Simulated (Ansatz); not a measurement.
**Au: zone-centre modes under pressure**

Au, P6_3/mmc, a = 2.863 Å, c = 4.799 Å. This isn't the element's structure at ambient conditions. Ansatz: PBEsol, PAW, 420 eV, Γ-centred 18×18×10 mesh on 2 atoms, Fermi-Dirac smearing 0.15 eV; no spin polarisation. Cell and atoms are relaxed at each pressure with the symmetry kept; optical modes at Γ by linear response, in cm⁻¹, matched by rank (the highest 2 distinct ones).

```tsv
P (GPa)	V (Å³/atom)	ω1	ω2
0	17.037	39.6	146.0
7	16.424	45.9	163.2
18	15.689	53.7	185.3
35	14.855	?	?
```

Get each mode's Grüneisen parameter γ = −d ln ω/d ln V from the other rows and predict the missing frequencies.

ln(V/V0) = 0.0000, -0.0366, -0.0824, -0.1371; a line through ln(ω/ω0) of the 3 known rows gives ω1: γ = 3.685 (intercept 0.0046), predicted 65.9, computed 63.0; ω2: γ = 2.888 (intercept 0.0020), predicted 217.4, computed 212.4. The worst miss is 4.7 %: γ isn't constant over this range, and modes matched by rank may have crossed. In a metal these frequencies hang on the mesh and smearing.

Spin–orbit coupling is left out, which can shift energies with elements as heavy as these.

Cost: 4 runs of about 6.2 core-minutes in all, on Intel Xeon Platinum 8259CL (Skylake/Cascade Lake) (shared hosts).